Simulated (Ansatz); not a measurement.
CaZn₂Ge₂:
```yaml
crystal:
  lattice:
    - [-2.10889, 2.10889, 5.29418]
    - [2.10889, -2.10889, 5.29418]
    - [2.10889, 2.10889, -5.29418]
  atoms:
    - { symbol: Ge, position: [0.38290, 0.38290, 0.00000] }
    - { symbol: Ge, position: [0.61710, 0.61710, 0.00000] }
    - { symbol: Ca, position: [0.00000, 0.00000, 0.00000] }
    - { symbol: Zn, position: [0.75000, 0.25000, 0.50000] }
    - { symbol: Zn, position: [0.25000, 0.75000, 0.50000] }
```

Relaxed with PBEsol. Special points in fractions of this cell's reciprocal vectors: Γ (0.000, 0.000, 0.000); X (0.000, 0.000, 0.500); P (0.250, 0.250, 0.250); N (0.000, 0.500, 0.000); M (0.500, 0.500, -0.500); S (0.290, 0.710, -0.290); S0 (-0.290, 0.290, 0.290); R (-0.079, 0.079, 0.500); G (0.500, 0.500, -0.079).

**Question.** List the band energies nearest the Fermi level at these points for DFT-PBEsol in the program Ansatz with PAW potentials.

**Answer.** In eV from the Fermi level; about four levels below and three above (degenerate sets whole), none deeper than 8.9 eV; points with the same levels are listed once.

| k | below | above |
|---|---|---|
| Γ | -2.38 -2.38 -0.57 -0.57 -0.08 | 0.01 1.22 1.95 |
| X | -5.22 -4.14 -3.55 -2.27 | 0.12 1.55 1.60 |
| P | -4.00 -2.95 -2.95 -0.59 | 2.67 2.67 3.19 |
| N | -1.82 -1.32 -0.06 -0.04 | 1.18 1.47 1.95 |
| M | -2.84 -2.84 -1.45 -1.17 | 0.04 0.04 0.94 0.94 |
| S | -6.27 -3.19 -2.46 -2.03 | 0.43 0.77 1.43 |
| R | -4.65 -4.36 -3.28 -2.15 | 0.14 1.61 1.71 |

Space group I4/mmm. The workflow started from an entry of the Crystallography Open Database (COD). Whether it is the stable phase at ambient conditions was not checked. Symmetry was held in the PBEsol relaxation. At this level the phase is dynamically unstable (imaginary phonons). Spin–orbit coupling is left out wherever it is not named.

Potentials: the later of the program's two PAW sets.
